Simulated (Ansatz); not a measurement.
Calculation for NaTi2 (C15 type): DFT, PBE, all-electron LAPW, scalar-relativistic (Ansatz 0.2.0).

The cell comes from a relaxation on PAW files under the same functional, begun from a prototype that needn't be the stable phase.

Command: `ansatz run input.yaml --threads 2 --pin off --max-ram 5120MiB --backend cpu --events-out ev --progress --plain --runs-dir out` It took 33 s on 2 threads of Arm Neoverse V2, with other jobs on the host, peak memory 0.44 GiB.

```yaml
crystal:
  lattice:
    - [0.0, 4.0152573146, 4.0152573146]
    - [4.0152573146, 0.0, 4.0152573146]
    - [4.0152573146, 4.0152573146, 0.0]
  atoms:
    - { symbol: Na, position: [0.125, 0.125, 0.125] }
    - { symbol: Na, position: [-0.125, -0.125, -0.125] }
    - { symbol: Ti, position: [0.5, 0.5, 0.5] }
    - { symbol: Ti, position: [0.5, 0.5, 0.0] }
    - { symbol: Ti, position: [0.5, 0.0, 0.5] }
    - { symbol: Ti, position: [0.0, 0.5, 0.5] }
kpoints:
  mp_grid: { grid: [7, 7, 7] }
  band_path:
    path:
      - [0.0, 0.0, 0.0]
      - [0.5, 0.0, 0.5]
      - [0.625, 0.25, 0.625]
      - [0.375, 0.375, 0.75]
      - [0.0, 0.0, 0.0]
      - [0.5, 0.5, 0.5]
      - [0.5, 0.25, 0.75]
      - [0.5, 0.0, 0.5]
    npoints: 14
scf:
  occupations: { method: fermi_dirac, width: 0.05 }
hamiltonian:
  xc: pbe
  pseudopotentials: { kind: all_electron, lapw: { basis_error: 0.001 } }
output:
  forces: true
  stress: true
  eigenvalues: true
  populations: true
  dos: { projected: true, de: 0.2, e_range: [-14, 8] }
```

Output:

```
Na: projections on atomic orbitals take those of the free atom 1s2 2s2 2p6 3s1, of charge +0.00 (hamiltonian.pseudopotentials.projection_atoms)
Ti: projections on atomic orbitals take those of the free atom 1s2 2s2 2p6 3s2 3p6 3d2 4s2, of charge +0.00 (hamiltonian.pseudopotentials.projection_atoms)
LAPW: plane waves up to 7.661 Å⁻¹, error target 1.0e-3 eV per atom; small_component_spin mean_spin; Na in spheres of 1.420 Å, 9 of its electrons in bands, Dirac shells []; Ti in spheres of 1.420 Å, 12 of its electrons in bands, Dirac shells [] (how accurate: hamiltonian.pseudopotentials.lapw.basis_error, Limitations)
Engine: ansatz 0.2.0
Pseudopotentials: kind: all_electron
Pseudopotential: Na, LAPW, valence charge 9, lapw/all_electron/scalar/gaussian/Na, Koelling and Harmon's equation, gaussian nucleus
Pseudopotential: Ti, LAPW, valence charge 12, lapw/all_electron/scalar/gaussian/Ti, Koelling and Harmon's equation, gaussian nucleus
Functional definition: PBE
  parameter kappa = 0.804
  parameter beta = 0.06672455060314922
  exchange = pbe_x(kappa = kappa, mu = beta*pi^2/3)
  correlation = pbe_c(beta = beta)
Crystal: 6 atoms, lattice volume = 129.470 Å³
Basis set: ecut = 223.62797900024097 eV, 941 PW (Γ), exchange–correlation at level 2
Bands: 40, of which v1, the nominal top of the filled ones, is band 33 counted from 1 (32 counted from 0)
Symmetry: 48 space group operations
Space group: Fd-3m (ITA 227), of the structure as read, at distance tolerance 5.1e-5 Å
k-points: 20 of 343
Non-local potential: Na, projectors of the file, none
Non-local potential: Ti, projectors of the file, none
Initial density: superposition of atomic densities (chi_scale 0.1, normalization cell, long waves kept (reshape's long-wave potential 0.00 eV rms))
Initial wavefunctions: plane waves of lowest kinetic energy (no species holds an atomic orbital)
Functional: x = pbe(κ = 0.804, μ = 0.2195149727645171), c = pbe(β = 0.06672455060314922)
iter 1 solved again at ethr=5.71e-3 eV; its pass at ethr=1.00e-1 eV (dr2=3.77e0 eV) is discarded
SCF iter   1: F=—  HF=-101769.996435 eV  |F-HF|=—  |Δ(HF+E_count)|=         —  Δρ=3.21e-2  dr2=3.79e0  ethr=5.71e-3  ⟨swp⟩=2.0  Hψ=5558  notcnv=0
preconditioner: auto → Kerker (q_TF=auto, 2.438 Å⁻¹)  [metal: Δε(μ)=0.008 eV  Ē_g=2.033 eV  σ=0.050 eV  W_gap=0.04  n_scr=26 (ndim 8)  ℏωp=13.8 eV  f_vac=0.000  D(μ)=13.65/eV (n_scr^D=168)]
SCF iter   2: F=—  HF=-101769.196919 eV  |F-HF|=—  |Δ(HF+E_count)|=   8.00e-1  Δρ=1.79e-2  dr2=1.50e0  ethr=5.71e-3  ⟨swp⟩=2.3  Hψ=2648  notcnv=0
iter 3 solved again at ethr=9.47e-5 eV; its pass at ethr=2.27e-3 eV (dr2=6.25e-2 eV) is discarded
SCF iter   3: F=—  HF=-101768.911854 eV  |F-HF|=—  |Δ(HF+E_count)|=   2.85e-1  Δρ=5.66e-3  dr2=6.23e-2  ethr=9.47e-5  ⟨swp⟩=2.0  Hψ=4464  notcnv=0
SCF iter   4: F=—  HF=-101768.842245 eV  |F-HF|=—  |Δ(HF+E_count)|=   6.96e-2  Δρ=4.59e-3  dr2=1.28e-1  ethr=9.44e-5  ⟨swp⟩=3.0  Hψ=2833  notcnv=0
SCF iter   5: F=—  HF=-101768.809056 eV  |F-HF|=—  |Δ(HF+E_count)|=         —  Δρ=1.70e-3  dr2=1.35e-2  ethr=9.44e-5  ⟨swp⟩=3.0  Hψ=2785  notcnv=0
the basis was enlarged: its passes take 647.5 KiB over the memory plan, 2 of 2 planned eigensolver slots
SCF iter   6: F=—  HF=-101768.806068 eV  |F-HF|=—  |Δ(HF+E_count)|=   2.99e-3  Δρ=7.45e-4  dr2=2.46e-3  ethr=2.05e-5  ⟨swp⟩=2.0  Hψ=2546  notcnv=0
SCF iter   7: F=—  HF=-101768.805319 eV  |F-HF|=—  |Δ(HF+E_count)|=   7.50e-4  Δρ=2.99e-4  dr2=3.41e-4  ethr=3.73e-6  ⟨swp⟩=2.0  Hψ=2546  notcnv=0
SCF iter   8: F=—  HF=-101768.805262 eV  |F-HF|=—  |Δ(HF+E_count)|=   5.66e-5  Δρ=5.91e-5  dr2=6.00e-6  ethr=5.17e-7  ⟨swp⟩=3.0  Hψ=2615  notcnv=0
SCF iter   9: F=—  HF=-101768.805263 eV  |F-HF|=—  |Δ(HF+E_count)|=   6.50e-7  Δρ=1.85e-5  dr2=5.48e-7  ethr=9.09e-9  ⟨swp⟩=3.0  Hψ=2647  notcnv=0
SCF iter  10: F=—  HF=-101768.805263 eV  |F-HF|=—  |Δ(HF+E_count)|=   7.00e-9  Δρ=6.79e-6  dr2=1.33e-7  ethr=8.31e-10  ⟨swp⟩=2.0  Hψ=2546  notcnv=0
SCF iter  11: F=-101768.805263 eV  HF=-101768.805263 eV  |F-HF|=3.20e-10  |Δ(HF+E_count)|=   5.08e-8  Δρ=1.21e-6  dr2=2.21e-9  ethr=2.02e-10  ⟨swp⟩=3.0  Hψ=2665  notcnv=0
SCF 1 converged in 11 iterations: F = -101768.805263 eV  dr2 = 2.21e-9
NSCF: frozen V_eff on 99 k-points
SCF converged after 11 iterations
Free energy (F): -101768.805263 eV
Harris-Foulkes:  -101768.805263 eV  (|F-HF|=3.20e-10)
Internal energy: -101768.695065 eV  (E = F + TS)
E sigma→0 (E₀):  -101768.750164 eV
Entropy (-TS):   -0.110198 eV (-18.366 meV/atom)
Fermi energy:    8.142661 eV
--- Per-component energies (eV) ---
  E_band       = -1208.584202
  E_kinetic    = 102672.117961
  E_xc         = -5372.134096
  E_electrostatic = -199068.678930  (all electrons and nuclei)
  E_smearing   = -0.110198  (= −TS)
  E_closure    = 0.000000  (closes the sum)
  E_atoms      = -101744.024937  (free atoms, spherical and without spin; not in F)
  Σ components = -101768.805263   (vs F -101768.805263, Δ=0.00e0)
  Basis errors (estimates in eV, not in F): energy 1.4e-4 per atom: plane waves 1.0e-4 (5.8e-5 summed), levels above the bands 2.7e-14, relativity 5.9e-9, radial functions 3.8e-5, core shells 4.2e-8; eigenvalues (radial functions only) 1.7e-6; not estimated: angular momenta, meshes, grids; target (lapw.basis_error) 1.0e-3; muffin-tin radii Na 1.420 Å, Ti 1.420 Å
--- Forces (eV/Å), atoms counted from 1 ---
  atom   1  Na    -0.00000000    -0.00000000    -0.00000000
  atom   2  Na     0.00000000     0.00000000    -0.00000000
  atom   3  Ti     0.00000000     0.00000000    -0.00000000
  atom   4  Ti     0.00000000     0.00000000     0.00000000
  atom   5  Ti     0.00000000    -0.00000000    -0.00000000
  atom   6  Ti     0.00000000    -0.00000000     0.00000000
  max |Σ_I F_I| component: 9.58e-19 eV/Å
--- Stress (GPa, compression-positive) ---
        0.049080       0.000000       0.000000
        0.000000       0.049080      -0.000000
        0.000000      -0.000000       0.049080
  P = ⅓ Tr σ = 0.0491 GPa (0.491 kbar)
--- Band table (eV; the first three rows and the last of 20) ---
  k-point 0: bands = ["-48.5806", "-48.4739", "-48.4739", "-48.4739", "-42.9864", "-42.9827", "-25.1296", "-24.9898", "-24.9898", "-24.9898", "-24.9355", "-24.9355", "-24.6993", "-24.6993", "-24.6993", "-24.4437", "-24.4437", "-24.4437", "-14.9354", "-14.9354", "-14.9354", "-14.9118", "-14.9118", "-14.9118", "3.1673", "5.9855", "6.9079", "6.9079", "6.9079", "7.3890", "7.3890", "7.3890", "7.9895", "7.9895", "9.9668", "9.9668", "9.9668", "9.9917", "10.3163", "10.3163"]
  k-point 1: bands = ["-48.5767", "-48.4779", "-48.4739", "-48.4739", "-42.9862", "-42.9828", "-25.1087", "-24.9829", "-24.9812", "-24.9812", "-24.9301", "-24.9301", "-24.7102", "-24.7102", "-24.6993", "-24.4736", "-24.4473", "-24.4473", "-14.9358", "-14.9358", "-14.9351", "-14.9123", "-14.9113", "-14.9113", "3.3261", "6.0661", "6.8991", "6.9704", "6.9704", "7.2656", "7.4792", "7.4792", "8.0276", "8.0276", "9.5020", "9.5948", "9.5948", "9.6235", "10.2063", "10.2063"]
  k-point 2: bands = ["-48.5666", "-48.4882", "-48.4739", "-48.4739", "-42.9859", "-42.9831", "-25.0668", "-24.9674", "-24.9674", "-24.9490", "-24.9055", "-24.9055", "-24.7424", "-24.7424", "-24.6992", "-24.5543", "-24.4550", "-24.4550", "-14.9366", "-14.9366", "-14.9349", "-14.9129", "-14.9105", "-14.9105", "3.7788", "6.1436", "6.8138", "7.0526", "7.1244", "7.1244", "7.7238", "7.7238", "8.1533", "8.1533", "8.8804", "8.9310", "9.0895", "9.0895", "9.7582", "9.7582"]
  k-point 19: bands = ["-48.5349", "-48.5201", "-48.4740", "-48.4740", "-42.9848", "-42.9843", "-24.9694", "-24.9301", "-24.9184", "-24.9123", "-24.8558", "-24.8461", "-24.7978", "-24.7651", "-24.7439", "-24.7059", "-24.4959", "-24.4818", "-14.9408", "-14.9395", "-14.9261", "-14.9213", "-14.9078", "-14.9070", "5.3815", "5.8780", "6.2487", "6.6981", "7.6162", "7.6259", "7.8919", "7.9561", "7.9903", "8.0891", "8.3914", "8.5187", "8.6277", "8.8135", "9.1970", "9.4734"]
--- Löwdin populations: 6 sites ---
  site symbol       q [e]
     0     Na     10.7924
     1     Na     10.7924
     2     Ti     21.9850
     3     Ti     21.9850
     4     Ti     21.9850
     5     Ti     21.9850
  spilling = 0.004319 (of n_electrons = 110.000000)
```

populations.tsv:

```
# site	symbol	l	j	q
# orbitals = lowdin
# n_electrons = 110.000000
# spilling = 0.004319
# projection_atom_Na: 1s2 2s2 2p6 3s1
# projection_atom_Ti: 1s2 2s2 2p6 3s2 3p6 3d2 4s2
0	Na	0_1S	-	1.999907
0	Na	0_2S	-	1.989369
0	Na	0_3S	-	0.805542
0	Na	1_2P	-	5.997583
1	Na	0_1S	-	1.999907
1	Na	0_2S	-	1.989369
1	Na	0_3S	-	0.805542
1	Na	1_2P	-	5.997583
2	Ti	0_1S	-	1.999981
2	Ti	0_2S	-	1.998904
2	Ti	0_3S	-	1.971789
2	Ti	0_4S	-	1.028032
2	Ti	1_2P	-	5.999980
2	Ti	1_3P	-	5.989563
2	Ti	2_3D	-	2.996789
3	Ti	0_1S	-	1.999981
3	Ti	0_2S	-	1.998904
3	Ti	0_3S	-	1.971789
3	Ti	0_4S	-	1.028032
3	Ti	1_2P	-	5.999980
3	Ti	1_3P	-	5.989563
3	Ti	2_3D	-	2.996789
4	Ti	0_1S	-	1.999981
4	Ti	0_2S	-	1.998904
4	Ti	0_3S	-	1.971789
4	Ti	0_4S	-	1.028032
4	Ti	1_2P	-	5.999980
4	Ti	1_3P	-	5.989563
4	Ti	2_3D	-	2.996789
5	Ti	0_1S	-	1.999981
5	Ti	0_2S	-	1.998904
5	Ti	0_3S	-	1.971789
5	Ti	0_4S	-	1.028032
5	Ti	1_2P	-	5.999980
5	Ti	1_3P	-	5.989563
5	Ti	2_3D	-	2.996789
```
